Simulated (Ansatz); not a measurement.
**Sensitivity of the gradients in Na4NbGaSi3O12 to the input**

This input was run with Ansatz:

```yaml
crystal:
  lattice:
    - [4.5305437628, 2.615710661, 7.40045234]
    - [-4.5305437628, 2.615710661, 7.40045234]
    - [0.0, -5.231421322, 7.40045234]
  atoms:
    - { symbol: Na, position: [0.88475949, 0.62122127, 0.2379491] }
    - { symbol: Na, position: [0.62122127, 0.2379491, 0.88475949] }
    - { symbol: Na, position: [0.2379491, 0.88475949, 0.62122127] }
    - { symbol: Na, position: [0.38475949, 0.7379491, 0.12122127] }
    - { symbol: Na, position: [0.7379491, 0.12122127, 0.38475949] }
    - { symbol: Na, position: [0.12122127, 0.38475949, 0.7379491] }
    - { symbol: Na, position: [0.49526392, 0.49526392, 0.49526392] }
    - { symbol: Na, position: [0.99526392, 0.99526392, 0.99526392] }
    - { symbol: Nb, position: [0.64669347, 0.64669347, 0.64669347] }
    - { symbol: Nb, position: [0.14669347, 0.14669347, 0.14669347] }
    - { symbol: Ga, position: [0.35097104, 0.35097104, 0.35097104] }
    - { symbol: Ga, position: [0.85097104, 0.85097104, 0.85097104] }
    - { symbol: Si, position: [0.54519989, 0.96314243, 0.24744141] }
    - { symbol: Si, position: [0.96314243, 0.24744141, 0.54519989] }
    - { symbol: Si, position: [0.24744141, 0.54519989, 0.96314243] }
    - { symbol: Si, position: [0.04519989, 0.74744141, 0.46314243] }
    - { symbol: Si, position: [0.74744141, 0.46314243, 0.04519989] }
    - { symbol: Si, position: [0.46314243, 0.04519989, 0.74744141] }
    - { symbol: O, position: [0.51645067, 0.14071247, 0.27364098] }
    - { symbol: O, position: [0.14071247, 0.27364098, 0.51645067] }
    - { symbol: O, position: [0.27364098, 0.51645067, 0.14071247] }
    - { symbol: O, position: [0.01645067, 0.77364098, 0.64071247] }
    - { symbol: O, position: [0.77364098, 0.64071247, 0.01645067] }
    - { symbol: O, position: [0.64071247, 0.01645067, 0.77364098] }
    - { symbol: O, position: [0.49198423, 0.85797544, 0.72660394] }
    - { symbol: O, position: [0.85797544, 0.72660394, 0.49198423] }
    - { symbol: O, position: [0.72660394, 0.49198423, 0.85797544] }
    - { symbol: O, position: [0.99198423, 0.22660394, 0.35797544] }
    - { symbol: O, position: [0.22660394, 0.35797544, 0.99198423] }
    - { symbol: O, position: [0.35797544, 0.99198423, 0.22660394] }
    - { symbol: O, position: [0.43245796, 0.22685145, 0.57472967] }
    - { symbol: O, position: [0.22685145, 0.57472967, 0.43245796] }
    - { symbol: O, position: [0.57472967, 0.43245796, 0.22685145] }
    - { symbol: O, position: [0.93245796, 0.07472967, 0.72685145] }
    - { symbol: O, position: [0.07472967, 0.72685145, 0.93245796] }
    - { symbol: O, position: [0.72685145, 0.93245796, 0.07472967] }
    - { symbol: O, position: [0.56122293, 0.77717905, 0.42754922] }
    - { symbol: O, position: [0.77717905, 0.42754922, 0.56122293] }
    - { symbol: O, position: [0.42754922, 0.56122293, 0.77717905] }
    - { symbol: O, position: [0.06122293, 0.92754922, 0.27717905] }
    - { symbol: O, position: [0.92754922, 0.27717905, 0.06122293] }
    - { symbol: O, position: [0.27717905, 0.06122293, 0.92754922] }
kpoints:
  mp_grid: { grid: [1, 1, 1] }
scf:
  occupations: { method: fermi_dirac, width: 0.02 }
  mixing: { preconditioner: kerker_dos }
hamiltonian:
  xc: pbe
  pseudopotentials: { kind: paw }
output:
  forces: true
  stress: true
  populations: true
  efg:
    quadrupole_moments_barn: { Na: 0.104, Nb: -0.32, Ga: 0.107, O: -0.02558 }
    contact_densities: true
```

It converged. Of its output the block on the nuclei alone is shown, without the SCF iterations, energies, forces and stress (one atom of each set):

```
--- PAW observables at the nuclei: V_zz in 10²¹ V/m², potentials from the cell's mean, atoms counted from 1 ---
  atom   1  Na V_zz =    -1.200694   η = 0.5045   by run symmetry: allowed   C_q = -3.0194 MHz
            electrostatic potential = -978.621794 V   contact ρ = 5904.086777 e/Å³
  atom   7  Na V_zz =    -1.316310   η = 0.0000   by run symmetry: allowed   C_q = -3.3101 MHz
            electrostatic potential = -978.551432 V   contact ρ = 5904.099749 e/Å³
  atom   9  Nb V_zz =    +2.220582   η = 0.0000   by run symmetry: allowed   C_q = -17.1819 MHz
            electrostatic potential = -6128.787199 V   contact ρ = 540932.890911 e/Å³
  atom  11  Ga V_zz =    +2.300690   η = 0.0000   by run symmetry: allowed   C_q = +5.9525 MHz
            electrostatic potential = -4129.216546 V   contact ρ = 187372.751420 e/Å³
  atom  13  Si V_zz =    +2.573479   η = 0.7809   by run symmetry: allowed
            electrostatic potential = -1357.046951 V   contact ρ = 12802.552590 e/Å³
  atom  19  O  V_zz =    +7.720870   η = 0.1249   by run symmetry: allowed   C_q = -4.7755 MHz
            electrostatic potential = -621.645531 V   contact ρ = 2155.425722 e/Å³
  atom  25  O  V_zz =    +5.212253   η = 0.2176   by run symmetry: allowed   C_q = -3.2239 MHz
            electrostatic potential = -620.519390 V   contact ρ = 2155.936939 e/Å³
  atom  31  O  V_zz =    +6.912813   η = 0.3178   by run symmetry: allowed   C_q = -4.2757 MHz
            electrostatic potential = -621.639375 V   contact ρ = 2155.537585 e/Å³
  atom  37  O  V_zz =    +5.700076   η = 0.0629   by run symmetry: allowed   C_q = -3.5256 MHz
            electrostatic potential = -620.762664 V   contact ρ = 2155.455804 e/Å³
```

Problem. Can these gradients be trusted, and how do they compare with a run on standard settings?

Solution. Not as converged values. Against the standard input the change is `kpoints.mp_grid.grid`: [3, 3, 3] → [1, 1, 1]; `scf.mixing.preconditioner`: not typed → kerker_dos. A site carries the number of its first atom; V_zz in 10²¹ V/m².

```csv
site,atom,V_zz standard,η standard,V_zz here,η here
Na1,1,-1.14,0.50,-1.20,0.50
Na7,7,-1.24,0.00,-1.32,0.00
Nb,9,2.33,0.00,2.22,0.00
Ga,11,2.27,0.00,2.30,0.00
Si,13,2.57,0.71,2.57,0.78
O19,19,7.80,0.16,7.72,0.12
O25,25,5.25,0.17,5.21,0.22
O31,31,6.97,0.32,6.91,0.32
O37,37,5.70,0.04,5.70,0.06
```

The largest change of V_zz is on Nb, from 2.33 to 2.22. In per cent, |V_zz| changes by +6 on Na, -5 on Nb, +1 on Ga, 0 on Si, -1 to 0 on O (all sites that start above 0.5). SCF iterations: 8 and 9. In the changed run the k-mesh is coarser than the standard one, so its values aren't converged ones.

On the reference run: The largest force is 0.5 eV/Å, so the atoms aren't at the calculated equilibrium and relaxing them would move these values. Without spin–orbit coupling (the program notes it for Nb) the gradients are little affected as a rule: paired runs on crystals with a gap mostly move them by under 2 % at such atoms.
